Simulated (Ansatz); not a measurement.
**Migration of H in KCl**

Level of theory: DFT PBE, scalar-relativistic, plane waves, PAW in Ansatz. Settings: 420 eV cutoff, 2×2×2 k-mesh, Gaussian smearing of 0.02 eV, collinear spin.

In a supercell of 16 host sites, interstitial H hops to an equivalent place, moving 3.19 Å between the relaxed ends. Climbing-image nudged elastic band at fixed cell with images 0 (start) to 6 (end), the path measured over all atoms, converged to 0.05 eV/Å; the order of the saddle wasn't checked, and the small cell leaves errors of about a tenth of an eV. Zero-point motion and tunnelling, which matter for H, are left out.

Start:

```
CELL_PARAMETERS angstrom
-6.37770 0.00000 6.37770
-6.37770 -6.37770 0.00000
0.00000 -6.37770 6.37770
ATOMIC_POSITIONS crystal
K 0.99924 0.49929 0.50208
K 0.99921 0.00025 0.50021
K 0.99924 0.49929 0.99927
K 0.99923 0.00207 0.99929
K 0.50023 0.49919 0.50022
K 0.50021 0.00024 0.50022
K 0.50191 0.49932 0.99932
K 0.50022 0.00024 0.99919
Cl 0.25150 0.75156 0.25153
Cl 0.25149 0.24537 0.25151
Cl 0.25150 0.75156 0.74529
Cl 0.25007 0.24994 0.74993
Cl 0.74522 0.75158 0.25154
Cl 0.74993 0.24995 0.25006
Cl 0.74993 0.75005 0.74994
Cl 0.74993 0.24995 0.74993
H 0.12499 0.62504 0.12492
```

Atom 17 jumps to (-7.972, -4.783, 1.594) Å.

**Question.** Give the energy along the band and the structure at its top.

**Answer.**
```
image path (Å) E − E(0) (eV) H x (Å) H y (Å) H z (Å) force on H (eV/Å)
    0      0.00          0.000   -4.783   -4.783    1.594               0.00
    1      0.53          0.044   -5.304   -4.783    1.594               0.16
    2      1.06          0.154   -5.837   -4.783    1.594               0.20
    3      1.59          0.216   -6.378   -4.783    1.594               0.00
    4      2.13          0.154   -6.918   -4.783    1.594               0.20
    5      2.66          0.044   -7.451   -4.783    1.594               0.16
    6      3.19          0.000   -7.972   -4.783    1.594               0.00
```

Barrier 0.22 eV. Image 3:
```
CELL_PARAMETERS angstrom
-6.37770 0.00000 6.37770
-6.37770 -6.37770 0.00000
0.00000 -6.37770 6.37770
ATOMIC_POSITIONS crystal
K 0.00306 0.50309 0.49383
K 0.99828 0.00171 0.49994
K 0.00306 0.50309 0.99988
K 0.97999 0.01999 0.99993
K 0.50167 0.49832 0.49994
K 0.49689 0.99693 0.50604
K 0.51996 0.48003 0.99993
K 0.49689 0.99693 0.99999
Cl 0.24997 0.75001 0.26400
Cl 0.25378 0.24911 0.24849
Cl 0.24997 0.75001 0.73588
Cl 0.24617 0.25092 0.75138
Cl 0.74907 0.75382 0.24849
Cl 0.74997 0.25001 0.25503
Cl 0.75088 0.74621 0.75138
Cl 0.74998 0.25001 0.74483
H 0.24997 0.75001 0.99997
```

Cost: 1 run of about 7.7 core-minutes, on Intel Xeon Platinum 8581C (Emerald Rapids) (shared hosts).